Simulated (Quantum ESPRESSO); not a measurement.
# Kohn-Sham bands of InSe (R3m)

```
CELL_PARAMETERS angstrom
     -2.02335     3.50454     0.00000
     -4.04669     0.00000     0.00000
     -2.02335     1.16818     8.60852
ATOMIC_POSITIONS crystal
  In 0.11035 0.11035 0.66895
  In 0.00183 0.00183 0.99451
  Se 0.61971 0.61971 0.14086
  Se 0.82581 0.82581 0.52258
```

Structure: Materials Project mp-22691, symmetrised, not relaxed again. COD (Crystallography Open Database) has the formula in 2 space groups, this one among them (matched by group alone). Method: PBEsol plane waves in Quantum ESPRESSO 7.5 (PseudoDojo norm-conserving files, 69 Ry, no spin polarisation, no spin-orbit coupling), Bloch states on a 6×6×6 mesh through Γ, Wannier90 4.0.1. Density: 10×10×10 mesh, Gaussian smearing 0.01 Ry. The cell is built of weakly bound layers, chains or molecules, whose nearest atoms lie 4.03 Å apart. Database cells relaxed without dispersion often hold them too far apart, which can enlarge gaps and weakens couplings between them; spacing and stacking were not compared with the measured crystal. Spin-orbit coupling is left out although heavy elements are present.

Energies are relative to the valence-band maximum; weights are on the orthonormalised atomic waves of the pseudopotential files, averaged over the group. 58 electrons a cell are treated as valence.

```csv
bands,from (eV),to (eV),filling,weight on atomic waves
1–10,-47.52,-47.44,filled,?
11–20,-14.83,-14.11,filled,?
21–22,-13.37,-11.94,filled,?
23,-6.34,-5.83,filled,?
24–29,-5.62,0.00,filled,?
```

Which atomic shells make up each group?


- 1–10, weight on atomic waves: Se 3d 100 %
- 11–20, weight on atomic waves: In 4d 97 %
- 21–22, weight on atomic waves: Se 4s 68 %, In 5p 14 %, In 4d 13 %
- 23, weight on atomic waves: In 5s 52 %, Se 4p 30 %, In 5p 11 %
- 24–29, weight on atomic waves: Se 4p 68 %, In 5p 21 %, In 5s 8 %

The Kohn-Sham gap over both meshes and the path is 0.33 eV.
